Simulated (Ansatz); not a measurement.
Question: Name crystals whose computed values (DFT-LDA in the program Ansatz with PAW potentials) fall in these windows: highest Γ mode, no LO–TO term (cm⁻¹) 610 to 710; Θ_D (K) 450 to 560; B₀ by P(V) fit (GPa) 190 to 240.

Answer: 

```
crystal                   highest Γ mode, no LO–TO term (cm⁻¹)  Θ_D (K)  B₀ by P(V) fit (GPa)
------------------------  ------------------------------------  -------  --------------------
LaTiO3, cubic perovskite                                   659      494                   216
SrTaO3, cubic perovskite                                   666      464                   213
SrNbO3, cubic perovskite                                   648      555                   203
```
Others may fit too.

Standing as an ambient phase not checked: LaTiO3, cubic perovskite; SrTaO3, cubic perovskite; SrNbO3, cubic perovskite. All cells were relaxed under the symmetry of their starts (and spin orders); stability against distortions was not tested throughout. Rows with no word on spin ran without spin polarisation. Spin–orbit coupling is left out wherever it is not named.

Potentials: the later of the program's two PAW sets.
